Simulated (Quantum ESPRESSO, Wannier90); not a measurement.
## Wannier functions of MoS₂ (P6₃/mmc, 2Ha stacking, metal over metal as in NbS2)

```
begin unit_cell_cart
ang
    3.1854298692    0.0000000000    0.0000000000
   -1.5927149346    2.7586631887    0.0000000000
    0.0000000000    0.0000000000   13.1783900000
end unit_cell_cart
begin atoms_frac
Mo   0.0000000000  0.0000000000  0.2500000000
Mo   0.0000000000  0.0000000000 -0.2500000000
S    0.3333333333 -0.3333333333  0.3677400000
S   -0.3333333333  0.3333333333 -0.3677400000
S   -0.3333333333  0.3333333333 -0.1322600000
S    0.3333333333 -0.3333333333  0.1322600000
end atoms_frac
```

Structure: Materials Project mp-1018809, symmetrised, not relaxed again. COD (Crystallography Open Database) has the formula in 3 space groups, this one among them (matched by group alone). Level: PBEsol, no spin polarisation, no spin-orbit coupling; pw.x of Quantum ESPRESSO at 64 Ry with PseudoDojo potentials, 6×6×4 k-points, Wannier90. Density: 12×12×4 mesh, cold smearing 0.01 Ry. The cell is built of weakly bound layers, chains or molecules, whose nearest atoms lie 3.94 Å apart. Database cells relaxed without dispersion often hold them too far apart, which can enlarge gaps and weakens couplings between them; spacing and stacking were not compared with the measured crystal.

A tight-binding model is made by disentanglement and projection with no localisation steps (num_iter = 0), so the 22 orbitals stay atom-like: hydrogen-like Mo: d; S: p, axes along x, y, z; frozen window up to 2.61 eV relative to the valence-band maximum. It follows pw.x to 6.5 meV rms for states up to 2.1 eV relative to the valence-band maximum. Matrix elements depend on this choice of orbitals and windows.

Problem. What are the on-site energies relative to the valence-band maximum, and how fast do the hoppings decay?

Solution. 
```
atom    orbitals  energy (eV)
----  ----------  -----------
Mo1          dz2        -0.75
Mo1      dxz dyz         0.29
Mo1   dx2-y2 dxy        -0.63
Mo2          dz2        -0.75
Mo2      dxz dyz         0.29
Mo2   dx2-y2 dxy        -0.63
S3            pz        -2.13
S3         px py        -1.98
S4            pz        -2.13
S4         px py        -1.98
S5            pz        -2.13
S5         px py        -1.98
S6            pz        -2.13
S6         px py        -1.98
```

```
distance of the centres (Å)  largest modulus (eV)
---------------------------  --------------------
2–3                                           1.6
3–4                                           1.1
4–5                                          0.14
5–6                                         0.068
6–7                                         0.062
7–8                                         0.012
```
